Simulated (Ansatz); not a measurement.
**Property card for Li**

Li:
```xyz
3
Lattice="1.4965 0.8640 7.3278 -1.4965 0.8640 7.3278 0.0000 -1.7280 7.3278" Properties=species:S:1:pos:R:3 pbc="T T T"
Li     0.0000     0.0000    17.0978
Li     0.0000     0.0000     4.8856
Li     0.0000     0.0000     0.0000
```

Space group R-3m (No. 166), 9R (Sm type); conventional cell a = 2.993 Å, b = 2.993 Å, c = 21.983 Å, α = 90.00°, β = 90.00°, γ = 120.00°.

Method: plane-wave PAW LDA (Ansatz code). The cell and atoms are relaxed at this level. Other levels are named where they apply.

**Cell and energy**

| Quantity | Result |
|---|---|
| Volume per atom | 18.95 Å³ |
| Density | 0.61 g/cm³ |

**Electronic structure**

| Quantity | Result |
|---|---|
| Electronic character | metallic (no gap) |
| Density of states at the Fermi level | 0.51 states/eV per atom (mean over ±0.08 eV) |

**Mechanics**

| Item | Result |
|---|---|
| Bulk modulus (Birch–Murnaghan fit) | 150 kbar |
| Pressure derivative B′ | 3.4 |
| Elastic constants (relaxed ions, GPa) | C11 = 23.8, C12 = 13.7, C13 = 7.5, C14 = 1.5, C33 = 30.4, C44 = 5.1 |
| Mechanical stability | stable (all eigenvalues of C positive) |
| Hill bulk and shear moduli | 15.0 and 5.8 GPa |
| Young's modulus | 15.4 GPa |
| Poisson's ratio | 0.33 |
| Debye temperature from the elastic constants | 387 K |

**Phonons**

| Property | Result |
|---|---|
| Highest zone-centre frequency | 290 cm⁻¹ |
| Zone-centre stability | no imaginary mode at Γ |

The workflow started from a Materials Project entry (that database holds measured and hypothetical structures alike); the Crystallography Open Database files this formula in space group No. 166, but the cells were not matched. It is not the phase usual at ambient conditions (space group No. 229). The LDA relaxation kept the symmetry of its start. As this level gives no gap, shear constants depend on the k-mesh and smearing (Fermi–Dirac, 0.1 eV here). As this level gives no gap, phonon frequencies hold no LO–TO term and depend on the k-mesh and smearing (Fermi–Dirac, 0.1 eV here). Axis ratios of metals converge slowly with the k-mesh, so a and c are less sure than the volume.

Potentials: the later of the program's two PAW sets.
